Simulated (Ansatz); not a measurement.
Ag₃Pt:
```yaml
crystal:
  lattice:
    - [4.00879, 0.00000, 0.00000]
    - [0.00000, 4.00879, 0.00000]
    - [0.00000, 0.00000, 4.00879]
  atoms:
    - { symbol: Ag, position: [0.00000, 0.50000, 0.50000] }
    - { symbol: Ag, position: [0.50000, 0.00000, 0.50000] }
    - { symbol: Ag, position: [0.50000, 0.50000, 0.00000] }
    - { symbol: Pt, position: [0.00000, 0.00000, 0.00000] }
```

Relaxed with PBEsol.

Question: Map the valence electron density (e/Å³), cut off at 8 on the plane through (0.000, 0.500, 0.500) spanned by u = [1, 1, 0] and v = [1, 0, 1] in lattice vectors, from DFT-PBEsol in the program Ansatz with PAW potentials.

Answer: x is the fraction of u, y of v (the angle between them is 60°; rows are the nearest grid lines); atoms in the plane: Ag at (0.00, 0.00), Ag at (0.50, 0.00), Ag at (0.00, 0.50), Pt at (0.50, 0.50).
```
y \ x   0.000  0.107  0.179  0.286  0.357  0.464  0.536  0.643  0.714  0.821  0.893   1.00
------  -----  -----  -----  -----  -----  -----  -----  -----  -----  -----  -----  -----
1.00     8.00   5.57  0.604  0.301   1.87   8.00   8.00   1.87  0.301  0.604   5.57   8.00
0.929    8.00   7.51   1.20  0.216  0.468   7.51   8.00   3.49  0.468  0.259   1.20   8.00
0.857    1.87   2.96  0.919  0.212  0.212  0.919   2.96   1.87  0.468  0.175  0.273   1.87
0.786   0.301  0.504  0.404  0.260  0.249  0.281  0.404  0.468  0.301  0.199  0.199  0.301
0.679   0.604  0.207  0.206  0.509   1.14   1.14  0.509  0.206  0.207  0.604   1.20  0.604
0.607    5.57  0.504  0.228  0.652   3.08   6.33   3.08  0.360  0.228   1.20   5.57   5.57
0.536    8.00   2.96  0.404  0.509   3.08   8.00   8.00   1.14  0.312  0.919   7.51   8.00
0.464    8.00   7.51  0.919  0.312   1.14   8.00   8.00   3.08  0.509  0.404   2.96   8.00
0.393    5.57   5.57   1.20  0.228  0.360   3.08   6.33   3.08  0.652  0.228  0.504   5.57
0.321   0.604   1.20  0.604  0.207  0.206  0.509   1.14   1.14  0.509  0.206  0.207  0.604
0.214   0.301  0.199  0.199  0.301  0.468  0.404  0.281  0.249  0.260  0.404  0.504  0.301
0.143    1.87  0.273  0.175  0.468   1.87   2.96  0.919  0.212  0.212  0.919   2.96   1.87
0.0714   8.00   1.20  0.259  0.468   3.49   8.00   7.51  0.468  0.216   1.20   7.51   8.00
0.000    8.00   5.57  0.604  0.301   1.87   8.00   8.00   1.87  0.301  0.604   5.57   8.00
```

The density is the valence pseudo-density with augmentation charge, so density and ELF within about 1 Å of a nucleus are not all-electron values.

Space group Pm-3m (Cu3Au type). The workflow started from an entry of the Crystallography Open Database (COD). Its standing as an ambient phase is unchecked. The PBEsol relaxation kept the symmetry of its start; whether a distortion lowers the energy is not shown. No spin polarisation was allowed. Scalar-relativistic: spin–orbit coupling is off unless named, which matters more the heavier the elements.

Potentials: the later of the program's two PAW sets.
